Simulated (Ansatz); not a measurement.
# What DFT gives for LiAl2

```
Al Li
1.0
     2.59705    4.49821    0.00000
    -2.59704    4.49821    0.00000
     0.00000    0.00000    4.83387
Al Li
6 3
Direct
  0.33300 0.66700 0.24910
  0.00000 0.33300 0.24910
  0.66700 0.00000 0.24910
  0.00000 0.66700 0.75090
  0.66700 0.33300 0.75090
  0.33300 0.00000 0.75090
  0.33330 0.33340 0.50000
  0.66670 0.66660 0.50000
  0.00000 0.00000 0.00000
```

The numbers come from plane-wave PAW DFT (Ansatz): revPBE, no spin polarisation, 420 eV, 8×8×7 Γ-centred k points, fermi-dirac occupations (width 0.0516 eV). Nothing was relaxed.

Stress: The pressure is 35.0 GPa (compression positive), so with the atoms held at these fractions the cell would first expand; the forces are large, so a full relaxation may end otherwise. The principal stresses 31.3, 31.3, 42.6 GPa differ, so its shape would change too.
Electronic structure: It is a metal, with about 3.7 states/eV a cell as the mean within 0.25 eV of the Fermi level, mostly Al p (71 %) and Al s (21 %).
Charges: Bader charges in e: Li +0.65, Al -0.33. In the mean Li gives up most and Al takes most.
Formation energy: 1.15 eV an atom against the elements' usual phases (free molecules for gases, crystals otherwise, with no correction for O₂ or N₂), so at this geometry it isn't bound against them. Relaxing would lower it.

Origin: a known structure type with other elements, at an estimated volume, so it need not be a known compound. Caveats: atoms or cell far from equilibrium; forces of this functional can be a tenth off on these datasets.
